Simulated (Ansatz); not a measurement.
# Elastic constants of Ti2TeO: input and output

The calculation used DFT PBE, scalar-relativistic, plane waves, PAW in Ansatz 0.2.0.

It can be run as:
```bash
ansatz run input.yaml --threads 1 --pin off --backend cpu --events-out ev --progress --plain --runs-dir out  # memory cap (--max-ram) not shown
```

Input (bare energies are in eV):
```yaml
crystal:
  lattice:
    - [3.3226274235, 0.0, 0.0]
    - [-1.6613137117, 2.877479756, 0.0]
    - [0.0, 0.0, 6.3768818533]
  atoms:
    - { symbol: Ti, position: [0.3333333333, 0.6666666667, 0.3428752109] }
    - { symbol: Ti, position: [0.6666666667, 0.3333333333, 0.6571247891] }
    - { symbol: Te, position: [0.0, 0.0, 0.0] }
    - { symbol: O, position: [0.0, 0.0, 0.5] }
basis:
  ecutwfc: 420
kpoints:
  mp_grid: { grid: [15, 15, 8] }
hamiltonian:
  xc: pbe
scf:
  occupations: { method: fermi_dirac, width: 0.15 }
output:
  forces: true
  stress: true
  eigenvalues: true
elastic:
  mode: clamped_ion
  amplitude: 0.005
  stencil: two_point
```

From the output:
```
--- Elastic constants: 3 strain directions × 2 members + reference (group order 12) ---
  dense FFT box of the reference and of every strained cell: 24×24×45
  strains applied: 11, 33, 23; error gains: componentwise 1.00 (the most a stress slope's error grows in a printed constant), spectral 1.41 (1 for all six strains in a standard setting)
  C = ∂σ_k/∂η_j (tension-positive GPa; Voigt order 11 22 33 23 13 12):
       219.514     72.158     79.971     -6.978     -0.000     -0.000
        72.158    219.514     79.971      6.978      0.000     -0.000
        79.968     79.968    257.483     -0.000      0.000     -0.000
        -6.967      6.967      0.000     64.375     -0.000      0.000
        -0.000      0.000     -0.000     -0.000     64.375     -6.967
        -0.000      0.000      0.000      0.000     -6.978     73.678
  reference stress σ⁰ (GPa):     -0.000     -0.000     -0.000      0.000      0.000     -0.000
  C* (energy form; C + prestress term) asymmetry max|C*_kj − C*_jk| = 1.112e-2 GPa — a small one proves nothing (zero by symmetry where the batch's group is 432, −43m or m−3m); a large one is finite-difference/SCF noise where every solve ...
  moduli (Voigt/Reuss/Hill, GPa): K = 128.97/128.01/128.49   G = 71.45/70.19/70.82   E = 179.48   ν = 0.267
  mechanically stable: yes (min eigenvalue of sym C = 60.65 GPa)
  strain η (Voigt 11):  stress-route row diagonal C_11 = 219.51 GPa, energy-path curvature d²(F+E_count+ΔE)/dδ²/Ω₀ = 219.51 GPa
         δ    σ_11 (GPa) F (eV) n_scf n_hpsi n_pw
    -5.000e-3      -1.1191      -12549.4165510      10  300212   1213
     5.000e-3       1.0760      -12549.4165840       8  232704   1221
  strain η (Voigt 33):  stress-route row diagonal C_33 = 257.48 GPa, energy-path curvature d²(F+E_count+ΔE)/dδ²/Ω₀ = 257.48 GPa
         δ    σ_33 (GPa) F (eV) n_scf n_hpsi n_pw
    -5.000e-3      -1.3110      -12549.4163660      10  120635   1209
     5.000e-3       1.2638      -12549.4164213       8  102571   1221
  strain η (Voigt 23):  stress-route row diagonal C_44 = 64.38 GPa, energy-path curvature d²(F+E_count+ΔE)/dδ²/Ω₀ = 64.39 GPa
         δ    σ_23 (GPa) F (eV) n_scf n_hpsi n_pw
    -5.000e-3      -0.3225      -12549.4173058       9  278910   1218
     5.000e-3       0.3212      -12549.4173072       7  216587   1218
```

The cell was built by swapping an element in a database structure (itself possibly hypothetical) and relaxing; it need not be the stable form of this composition. In a metal, frequencies and elastic constants depend on the k mesh and the smearing, soft modes and shear constants most. Spin polarisation was left out, and a magnetic state may lie lower. Spin–orbit coupling is left out, which matters for heavy elements. A semilocal functional can close a gap that the real compound has.

Clamped-ion constants are upper bounds: once the atoms relax, a strain can turn out softer or unstable.